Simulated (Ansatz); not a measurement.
**Infrared modes and screening in FeSi (P2_13)**

From the experimental literature:
- ε∞: about 200 (electronic dielectric constant just above the last phonon resonance, low temperature, approximate; FTIR reflectivity, Kramers-Kronig; value just above the last phonon resonance, dominated by low-energy electronic transitions at 700-1500 cm-1; “Infrared spectroscopic study of phonons coupled to charge excitations in FeSi”, 1996, arxiv:cond-mat/9612045)
- infrared mode: about 25 meV (optical phonon, lowest of four seen in reflectivity (approximate); 10 K; infrared reflectivity; One approximate set of phonon energies quoted for the whole FeSi/CoSi/MnSi/alloy series, not fitted for FeSi alone; “Suppressed reflectivity due to spin-controlled localization in a magnetic semiconductor”, 2005, arxiv:cond-mat/0511665)
- Raman mode: 219 cm⁻¹ (A mode; Raman spectroscopy; literature Raman value from another sample; temperature not stated; quoted in “Infrared spectroscopic study of phonons coupled to charge excitations in FeSi”, 1996, arxiv:cond-mat/9612045)
- Raman mode: 315 cm⁻¹ (E mode, upper; Raman spectroscopy; literature Raman value from another sample; temperature not stated; quoted in “Infrared spectroscopic study of phonons coupled to charge excitations in FeSi”, 1996, arxiv:cond-mat/9612045)
- Raman mode: 436 cm⁻¹ (T mode, highest; Raman spectroscopy; literature Raman value from another sample; temperature not stated; quoted in “Infrared spectroscopic study of phonons coupled to charge excitations in FeSi”, 1996, arxiv:cond-mat/9612045)

Perturbation theory with PBEsol in Ansatz on the PBEsol cell, ground state and force constants on a 6×6×6 mesh. Calculated for a static, non-magnetic cell.

It is cubic, P2_13 (No. 198); a = 4.404 Å in the conventional setting, 10.67 Å³ an atom. Fe has 7 Si at 2.26–2.47 Å; Si has 7 Fe at 2.26–2.47 Å.

```cif
data_structure
_symmetry_space_group_name_H-M 'P2_13'
_symmetry_Int_Tables_number 198
_cell_length_a 4.4035
_cell_length_b 4.4035
_cell_length_c 4.4035
_cell_angle_alpha 90.000
_cell_angle_beta 90.000
_cell_angle_gamma 90.000
_cell_volume 85.39
loop_
_atom_site_label
_atom_site_type_symbol
_atom_site_symmetry_multiplicity
_atom_site_Wyckoff_symbol
_atom_site_fract_x
_atom_site_fract_y
_atom_site_fract_z
_atom_site_occupancy
Fe1 Fe 4 a 0.86313 0.63687 0.36313 1
Si1 Si 4 a 0.15900 0.34100 0.65900 1
```

Optical modes without the longitudinal term:
```csv
ω (cm⁻¹),degeneracy,"IR intensity, summed over the level ((D/Å)²/amu)"
214,2,0.00
236,3,43.46
249,1,0.00
308,3,0.01
351,3,135.99
353,2,0.00
376,3,44.58
414,1,0.00
479,3,67.33
```

The zone-centre optical frequencies run from 214 to 479 cm⁻¹, none imaginary (the rest of the zone wasn't tested). With the long-range field the highest mode reaches 487 cm⁻¹. The program warns that the force constants, and all that is formed from them, aren't settled on this k mesh. Of the real levels 5 are infrared active, the strongest at 351 cm⁻¹.

ε∞: 89 in all directions. With the ions relaxed, ε⁰ is 110 in all directions. Born charges, averaged over directions: Fe -4.37, Si +4.37 e.

For comparison, on the r2SCAN cell the mean ε∞ is 31.71 with r2SCAN (ground state on 6×6×6; least gap 0.34 eV), 72.47 with PBE.

Calculation and measurement side by side:
- ε∞, measured 200: PBEsol gives 89 in all directions.
- Infrared mode at 202 cm⁻¹ (optical phonon, lowest of four seen in reflectivity …): the nearest PBEsol mode of that kind lies at 236 cm⁻¹, more than 15 % away.
- Raman mode at 219 cm⁻¹ (A mode): the nearest PBEsol mode at Γ lies at 249 cm⁻¹ (+13.8 %).
- Raman mode at 315 cm⁻¹ (E mode, upper): the nearest PBEsol mode at Γ lies at 353 cm⁻¹ (+12.0 %).
- Raman mode at 436 cm⁻¹ (T mode, highest): the nearest PBEsol mode at Γ lies at 479 cm⁻¹ (+9.8 %).
Reports marked as nanostructured, strained, doped, implanted or mixed samples, and transport gaps, were set aside. Modes are paired by degeneracy and infrared activity, where the label gives them, and frequency; they are harmonic.
